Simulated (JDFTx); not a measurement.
* **surface**: TiAl3(101), Al outermost, slab composition Ti2Al7
* **bulk**: TiAl3, I4/mmm, lattice of mp-542915 (not re-optimised)
* **slab**: 9 atoms in 9 planes, 1x1, 6.8 Å between the outermost planes
* **in-plane cell**: 3.822 × 5.062 Å, 17.92 Å²
* **cell height**: 23.0 Å
* **sampling**: 6×6×1 k mesh, Fermi smearing 0.01 Ha, no spin polarisation

Whether this polymorph is the ambient one wasn't checked. Neither spin polarisation nor a larger cell was tried.

Computed with a modified build of JDFTx: PBE, GBRV ultrasoft potentials, plane waves to 20/100 Ha. Liquid on both sides: CANDLE, water, 0.5 M NaF; nuclei fixed. At negative charge CANDLE's numbers also depend on the cell height, by up to tenths of a volt.

Charging data:

```csv
U − U_pzc (V),σ (μC/cm²)
-0.28,-10.97
0.00,0.00
0.32,5.31
```

A calculation by hand: a check of Lippmann's equation. The grand free energy per area against the neutral slab, Δγ = [F(N) − F(N₀) − μ(N − N₀)]/2A, is taken from the total energies of the same runs.

| U − U_pzc (V) | Δγ (mJ/m²) |
|---|---|
| -0.28 | -10.1 |
| 0.00 | 0.0 |
| 0.32 | -8.2 |

Δγ is largest at zero charge and falls away from it, as dγ/dU = −σ demands. At 0.32 V the computed -8.2 mJ/m² stands beside -8.4 mJ/m² from the constant-capacitance formula.
